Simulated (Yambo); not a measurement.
Absorption of Sr₂FeH₆ (space group Fm-3m, No. 225) with and without the electron-hole interaction (Yambo, PBEsol bands; 8×8×8 mesh, 3 valence and 6 conduction bands, static screening with 58 bands and a 3 Ry block, scissor 1.20 eV, Tamm-Dancoff; field along x).

```
E (eV)  Im ε, BSE  Im ε, independent quasiparticles
------  ---------  --------------------------------
0.30         0.01                              0.01
0.40         0.02                              0.01
0.50         0.02                              0.01
0.60         0.02                              0.01
0.70         0.02                              0.01
0.80         0.02                              0.01
0.90         0.02                              0.01
1.00         0.02                              0.01
1.10         0.03                              0.02
1.20         0.03                              0.02
1.30         0.03                              0.02
1.40         0.04                              0.02
1.50         0.04                              0.02
1.60         0.05                              0.02
1.70         0.06                              0.02
1.80         0.07                              0.03
1.90         0.09                              0.03
2.00         0.12                              0.03
2.10         0.18                              0.04
2.20         0.22                              0.05
2.30         0.25                              0.06
2.40         0.32                              0.08
2.50         0.40                              0.11
2.60         0.47                              0.15
2.70         0.53                              0.20
2.80         0.58                              0.25
2.90         0.64                              0.29
3.00         0.78                              0.32
3.10         0.90                              0.29
3.20         0.94                              0.26
3.30         0.99                              0.25
3.40         1.00                              0.26
3.50         0.92                              0.30
3.60         0.81                              0.36
3.70         0.74                              0.48
3.80         0.74                              0.63
3.90         0.87                              0.74
4.00         1.07                              0.77
4.10         1.35                              0.68
4.20         1.54                              0.59
4.30         1.56                              0.59
4.40         1.63                              0.70
4.50         1.54                              0.91
4.60         1.43                              1.19
4.70         1.36                              1.61
```

The scissor comes from a G0W0 run whose convergence isn't established. Broadening 0.15 eV. The band window holds all transitions up to 4.7 eV. Fine structure above the onset can come from the mesh.

Geometry of the Materials Project entry, not relaxed at this level; primitive cell a = 5.2434 Å, b = 5.2434 Å, c = 5.2434 Å, α = 60.00°, β = 60.00°, γ = 60.00°.

The structure is a Materials Project entry; no match was found in the copy of COD used, and its stability was not checked.

The runs are not spin-polarised; magnetic order was not tried.
